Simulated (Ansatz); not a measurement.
Does relaxation matter for the field gradients of CdSe with potassium replacing Cd?

Start: a supercell of CdSe (wurtzite type, P6_3mc) built from a COD entry (the entry's cell lengths or inner coordinates differ somewhat from later room-temperature determinations), with all atoms left at the host's positions.

```cif
data_KCd15Se16
_symmetry_space_group_name_H-M 'P3m1'
_symmetry_Int_Tables_number 156
_cell_length_a 8.6000
_cell_length_b 8.6000
_cell_length_c 14.0400
_cell_angle_alpha 90.000
_cell_angle_beta 90.000
_cell_angle_gamma 120.000
loop_
_atom_site_label
_atom_site_type_symbol
_atom_site_symmetry_multiplicity
_atom_site_Wyckoff_symbol
_atom_site_fract_x
_atom_site_fract_y
_atom_site_fract_z
K K 1 a 0.0000 0.0000 0.0000
Cd2 Cd 1 a 0.0000 0.0000 0.5000
Cd3 Cd 3 d 0.0000 0.5000 0.0000
Cd4 Cd 3 d 0.0000 0.5000 0.5000
Cd9 Cd 3 d 0.1667 0.8333 0.2500
Cd10 Cd 3 d 0.1667 0.8333 0.7500
Cd15 Cd 1 c 0.6667 0.3333 0.2500
Cd16 Cd 1 c 0.6667 0.3333 0.7500
Se17 Se 1 a 0.0000 0.0000 0.1925
Se18 Se 1 a 0.0000 0.0000 0.6925
Se19 Se 3 d 0.0000 0.5000 0.1925
Se20 Se 3 d 0.0000 0.5000 0.6925
Se25 Se 3 d 0.1667 0.8333 0.4425
Se26 Se 3 d 0.1667 0.8333 0.9425
Se31 Se 1 c 0.6667 0.3333 0.4425
Se32 Se 1 c 0.6667 0.3333 0.9425
```

One atom of each set is listed.

All values are calculated (Ansatz; DFT, PBE, plane waves and PAW, scalar-relativistic, 420 eV cutoff, Γ-centred 3×3×2 k-points, Fermi–Dirac smearing 0.01 eV, cell charge -1), not measured.

The largest force at the start is 2.1 eV/Å. Relaxing the ions at fixed cell moves them by 1.007 Å at most (atom 17, Se) and 0.293 Å rms.

```
site  moved (Å)                  first shell before                   first shell after  V_zz before (10²¹ V/m²)  η before
   K      0.789                 4 Se at 2.61–2.70 Å                 4 Se at 2.92–2.97 Å                     1.19      0.00
 Cd3      0.270                 4 Se at 2.61–2.70 Å                 4 Se at 2.58–2.74 Å                     5.21      0.11
 Cd4      0.145                 4 Se at 2.61–2.70 Å                 4 Se at 2.60–2.63 Å                     2.39      0.05
 Cd9      0.195                 4 Se at 2.61–2.70 Å                 4 Se at 2.64–2.65 Å                     3.80      0.47
Cd10      0.101                 4 Se at 2.61–2.70 Å                 4 Se at 2.60–2.64 Å                     1.02      0.56
Cd15      0.156                 4 Se at 2.61–2.70 Å                 4 Se at 2.65–2.68 Å                     3.59      0.00
Cd16      0.222                 4 Se at 2.61–2.70 Å                 4 Se at 2.61–2.64 Å                     2.44      0.00
Se17      1.007       3 Cd at 2.61 Å, 1 K at 2.70 Å  4 Cd at 2.64–2.94 Å, 1 K at 2.92 Å                    -20.5      0.00
Se18      0.325                 4 Cd at 2.61–2.70 Å                 4 Cd at 2.63–2.75 Å                    -0.97      0.00
Se19      0.195                 4 Cd at 2.61–2.70 Å                 4 Cd at 2.64–2.74 Å                    -2.88      0.44
Se20      0.053                 4 Cd at 2.61–2.70 Å                 4 Cd at 2.60–2.64 Å                    -1.44      0.66
Se25      0.146                 4 Cd at 2.61–2.70 Å                 4 Cd at 2.61–2.65 Å                    -3.09      0.14
Se26      0.201  3 Cd at 2.61–2.70 Å, 1 K at 2.61 Å  3 Cd at 2.58–2.60 Å, 1 K at 2.97 Å                    -23.6      0.05
Se31      0.183                 4 Cd at 2.61–2.70 Å                 4 Cd at 2.63–2.68 Å                    -2.31      0.00
Se32      0.127                 4 Cd at 2.61–2.70 Å                 4 Cd at 2.61–2.67 Å                     1.21      0.00
```

**Question.** What are V_zz and η after the relaxation?

**Answer.** 

```csv
site,V_zz after,η after,change of V_zz
K,-3.22,0.00,-4.41
Cd3,8.53,0.76,+3.32
Cd4,1.80,0.88,–
Cd9,-4.02,0.94,–
Cd10,-2.97,0.13,–
Cd15,2.35,0.00,-1.24
Cd16,-3.57,0.00,-6.01
Se17,-18.85,0.00,+1.68
Se18,-1.58,0.00,-0.61
Se19,2.51,0.53,–
Se20,-1.56,0.80,–
Se25,-4.51,0.42,–
Se26,-16.16,0.08,+7.41
Se31,3.17,0.00,+5.48
Se32,0.56,0.00,-0.65
```

The largest change of V_zz along a kept axis is on Se26, from -23.6 to -16.16. In per cent, |V_zz| changes by -35 to +64 on Cd, -54 to +62 on Se (all sites that start above 0.5, bar those whose gradient vanishes or changes sign or whose main axis turns by over 40°). Where |V_zz| stays above 0.1 and the axes keep their order, η moves most on Cd3, from 0.11 to 0.76. V_zz changes sign on Cd16 (same axis), Se31 (same axis), K (same axis). On Cd9, Se25, Se19, Cd4, Se20, Cd10 the largest principal value lies along another axis in the second run, so the two V_zz can't be compared directly. The table leaves out 1 of the 16 sites, with |V_zz| up to 2.48; their tensors move by 0.05 at most along any direction. The statements above cover all sites. The host's own positions weren't relaxed first, so part of the change far from the defect can be the host's relaxation.

The defect repeats with the cell of 32 atoms, so it feels its images: sites between two images don't show the values beside a lone defect, and zeros or small values of η there can come from the images' arrangement. Cd and Se carry a gradient in the pure host already, so the values there aren't the defect's effect alone. A uniform background compensates the cell's charge. Without spin–orbit coupling (the program notes it for Cd) the gradients can shift somewhat, as the gap is small.
Before: With a gap of 0.6 eV on this mesh, small gradients can still move by 0.1 × 10²¹ V/m² or more as the k-mesh gets denser. The neighbours have not yet relaxed around the defect (largest force 2.1 eV/Å), so a real crystal will differ.
After: The relaxation keeps the site symmetry 3m of the start, so the impurity can move only along its axis; a start off the site could end lower. With a gap of 0.7 eV on this mesh, small gradients can still move by 0.1 × 10²¹ V/m² or more as the k-mesh gets denser.
